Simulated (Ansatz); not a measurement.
**Profile along the Ti–Au line in TiAu (CsCl type)**

TiAu (CsCl type)

```cif
data_AuTi
_chemical_formula_sum 'Ti1 Au1'
_space_group_name_H-M_alt 'Pm-3m'
_space_group_IT_number 221
_space_group_name_Hall '-P 4 2 3'
_cell_length_a 3.18830
_cell_length_b 3.18830
_cell_length_c 3.18830
_cell_angle_alpha 90.000
_cell_angle_beta 90.000
_cell_angle_gamma 90.000
loop_
_atom_site_label
_atom_site_type_symbol
_atom_site_symmetry_multiplicity
_atom_site_Wyckoff_symbol
_atom_site_fract_x
_atom_site_fract_y
_atom_site_fract_z
_atom_site_occupancy
Ti1 Ti 1 b 0.50000 0.50000 0.50000 1
Au1 Au 1 a 0.00000 0.00000 0.00000 1
```

Fields along a shortest Ti–Au line of a {110} plane (2.76 Å), from Ti to Au, interpolated on the slice's grid (step about 0.2 Å). These are LDA (plane waves to 420 eV, PAW, scalar-relativistic; Ansatz, an electronic-structure program) values and carry that method's errors. k mesh 15×15×15. These are valence fields of a PAW run, semicore shells included where kept as valence: close to a nucleus they are smooth pseudo fields. Spin-orbit coupling is left out, though Au is heavy. TiAu is run without spin polarisation. TiAu was relaxed with its symmetry unable to fall.

```csv
distance from Ti (Å),valence electron density (e/Å³),electron localisation function
0.00,10.10,x
0.14,9.99,x
0.28,9.03,x
0.41,7.01,x
0.55,4.39,0.65
0.69,2.15,0.58
0.83,0.88,0.35
0.97,0.43,0.16
1.10,0.30,0.12
1.24,0.27,0.21
1.38,0.30,0.31
1.52,0.40,0.35
1.66,0.58,0.34
1.79,0.96,0.37
1.93,1.96,0.43
2.07,3.89,0.49
2.21,6.29,0.55
2.35,9.08,x
2.48,11.95,x
2.62,14.25,x
2.76,15.23,x
```

x: too close to a nucleus for the ELF to mean much.

Density on the Ti–Au line (2.76 Å) at its density minimum, 1.2 Å from Ti: 0.27 e/Å³. ELF at that point: 0.2.
